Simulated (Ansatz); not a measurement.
The relaxed structure here is a generated cell of AlPd: the first start was made by placing the elements on the sites of a structure type, and the end was not matched to a known phase here, so it may be hypothetical.

One stationary structure of AlPd. Level of theory: PBE (plane waves to 420 eV, PAW, scalar-relativistic; Ansatz, a program for electronic structure).

```xyz
6
Lattice="2.0771 1.1992 6.8873 -2.0771 1.1992 6.8873 0.0000 -2.3984 6.8873" Properties=species:S:1:pos:R:3 pbc="T T T"
Pd     0.0000     0.0000    20.2210
Pd     0.0000     0.0000     4.7358
Pd     0.0000     0.0000    15.0276
Al     0.0000     0.0000     2.2478
Al     0.0000     0.0000     7.2968
Al     0.0000     0.0000    17.6226
```

Q: Find the space group and the Wyckoff positions (tolerance 0.01 Å).

A: Space group R3m, hexagonal axes (No. 160); a = b = 4.154 Å, c = 20.662 Å, α = β = 90.00°, γ = 120.00°

| atom | site | symmetry | x | y | z |
|---|---|---|---|---|---|
| Pd | 3a | 3m | 0.0000 | 0.0000 | 0.0213 |
| Pd | 3a | 3m | 0.0000 | 0.0000 | 0.7708 |
| Pd | 3a | 3m | 0.0000 | 0.0000 | 0.2727 |
| Al | 3a | 3m | 0.0000 | 0.0000 | 0.8912 |
| Al | 3a | 3m | 0.0000 | 0.0000 | 0.6469 |
| Al | 3a | 3m | 0.0000 | 0.0000 | 0.1471 |

Q: Give the shortest distances between elements (the closest pairs, up to four, under 3.6 Å).

A: Al–Pd 2.49 Å; Al–Al 2.88 Å; Pd–Pd 2.94 Å.

```yaml
volume_per_atom: 17.16 Å³
density: 6.46 g/cm³
band_gap: zero (metallic)
```

No spin polarisation in the result.

The run could not lose the symmetry of its start, so the end can be a saddle point.
